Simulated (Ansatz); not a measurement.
Values for one crystal, relaxed and computed with plane-wave PAW PBEsol (Ansatz code); other levels are named.

- Volume per atom: 19.42 Å³
- Electronic character: metallic (no gap)
- Bulk modulus (Birch–Murnaghan fit): 129 GPa
- Young's modulus: 202 GPa
- Poisson's ratio: 0.24
- Gap with spin–orbit coupling: none (metallic)
- Debye temperature from the elastic constants: 410 K

Task: Which compound is it?
(A) ZrSe, P-6m2 (Zr on 1a, Se on 1d)
(B) Mn3RhN, anti-perovskite
(C) ZrN, NiAs type
(D) GeSe2, P2_1/c (Ge on 4e, Se on 4e, Se on 4e)

Result: A, ZrSe, P-6m2 (Zr on 1a, Se on 1d)

The workflow started from a Materials Project entry (that database holds measured and hypothetical structures alike); the Crystallography Open Database copy checked does not list it. Its standing as an ambient phase is unchecked. The PBEsol relaxation kept the symmetry of its start; whether a distortion lowers the energy is not shown. The run is not spin-polarised. As this level gives no gap, shear constants depend on the k-mesh and smearing (Fermi–Dirac, 0.1 eV here). Spin–orbit coupling is left out wherever it is not named.

Potentials: the later of the program's two PAW sets.
